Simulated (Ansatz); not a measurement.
MgS (rock salt, Fm-3m), the program Ansatz at the PBE level (PAW). The conduction-band minimum lies at X, with 3 equivalent valleys. Second derivatives d²E/dk² of the lowest band at one valley (eV·Å²), along Cartesian directions:

| direction | d²E/dk² |
|---|---|
| [100] | 14.54 |
| [010] | 26.04 |
| [001] | 26.04 |
| [110] | 20.29 |
| [101] | 20.29 |
| [011] | 26.01 |

Q: Find the principal effective masses, the density-of-states mass and the conductivity mass.

A: Off-diagonal terms follow from H_xy = H[110] − (H_xx + H_yy)/2, and m*/mₑ = 7.620 eV·Å² over each eigenvalue: 0.29, 0.29, 0.52. One valley's DOS mass (m₁m₂m₃)^(1/3) = 0.36, conductivity mass 3/(Σ 1/mᵢ) = 0.34 mₑ.

Q: What effective density of states Nc follows at 300 K for parabolic valleys?

A: Nc = 2.509e19 × 3 × (0.36)^(3/2) ≈ 1.6e19 cm⁻³.

The PBE relaxation kept the symmetry of its start.

Potentials: the later of the program's two PAW sets.

Edges and masses are those of Kohn–Sham bands, whose gap is no quasiparticle gap.
